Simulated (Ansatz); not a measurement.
Suppose Cd₃SeS₂ takes space group P6/mmm (No. 191), with Cd on 3g; Se on 1b; S on 2c.

Level of theory: DFT PBE, scalar-relativistic, plane waves, PAW (Ansatz). Cutoff 420 eV, Γ-centred mesh, Gaussian smearing, no spin polarisation.

Formation energies are uncorrected and refer to the elements' standard structures at the same level.

Problem. Which cell and coordinates does it relax to?

Solution.

Space group P6/mmm (No. 191). a = 6.665 Å, b = 6.665 Å, c = 3.730 Å, α = 90.00°, β = 90.00°, γ = 120.00°
```
atom  site  symmetry       x       y       z
  Cd    3g       mmm  0.5000  0.0000  0.5000
  Se    1b     6/mmm  0.0000  0.0000  0.5000
   S    2c      -6m2  0.3333  0.6667  0.0000
```

Cd has 4 S at 2.68 Å, 2 Se at 3.33 Å and 4 Cd at 3.33 Å; Se is surrounded by 6 Cd at 3.33 Å and 2 Se at 3.73 Å; around S lie 6 Cd at 2.68 Å. Another local minimum with the same sites may exist.

Problem. Where does its energy lie, and is it a metal?

Solution. The energy over the elements is −0.21 eV/atom and the gap on the 6×6×10 mesh of the 6-atom cell is 0 eV (a metal).

The last run used Gaussian smearing of 0.10 eV. The reference forms of S and Se are held partly by dispersion forces, which this level lacks. A structure relaxed within its symmetry needn't be a true minimum. Another cell of Cd3SeS2 relaxed alike, in P-4m2, lies 35 meV/atom lower, so this cell isn't the stable form at this level.
